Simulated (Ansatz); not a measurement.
TaGeO₃ in space group P4mm (No. 99; Ta on 1b, Ge on 1a, O on 2c, O on 1b) at seven volumes, DFT-PBEsol in the program Ansatz with PAW potentials, shape and atoms relaxed at each. One row is withheld.

| V (Å³/atom) | P (GPa) |
|---|---|
| 11.790 | ? |
| 12.178 | 12.40 |
| 12.567 | 5.76 |
| 12.956 | 0.00 |
| 13.344 | -4.91 |
| 13.733 | -9.07 |
| 14.122 | -12.56 |

Problem. Fit the shown pressures and predict the withheld one.

Solution. Third-order Birch–Murnaghan: P = (3/2)B₀(x^(7/2) − x^(5/2))[1 + (3/4)(B′ − 4)(x − 1)] with x = (V₀/V)^(2/3). Least squares on the six rows gives V₀ = 12.955 Å³/atom, B₀ = 175.8 GPa, B′ = 4.31. At V = 11.790, x = 1.0648 and P = 20.31 GPa. The run itself gave 19.75 GPa.

The start of the workflow was typed in or built on a structure type; neither database checked (COD, Materials Project) lists it. Whether it is the stable phase at ambient conditions was not checked. The PBEsol relaxation kept the symmetry of its start. At this level the phase is dynamically unstable (imaginary phonons). The run is not spin-polarised. Spin–orbit coupling is left out wherever it is not named.

Potentials: the later of the program's two PAW sets.
